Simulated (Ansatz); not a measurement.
Here is the system:

CuCl (zinc blende, F-43m), a = b = c = 5.424 Å, α = β = γ = 90.00°; the cell used has 2 atoms.

This is the PBE-relaxed structure.

### Question
All from plane-wave PAW PBE (Ansatz code), unless another level is named. Give the HSE06 gap on the PBE cell.

### Answer
2.36 eV.

### Question
And the electron effective mass?

### Answer
0.22 mₑ (isotropic).

### Question
Predict the hole effective mass, band 2 of 3 at the edge.

### Answer
1.6 along [100], 1.6 along [110], 3.2 along [111] (mₑ).

### Question
Next, the valence-band maximum?

### Answer
at Γ.

The PBE relaxation kept the symmetry of its start; phonons on a q-mesh show no instability. No spin polarisation was allowed.

Potentials: the later of the program's two PAW sets.
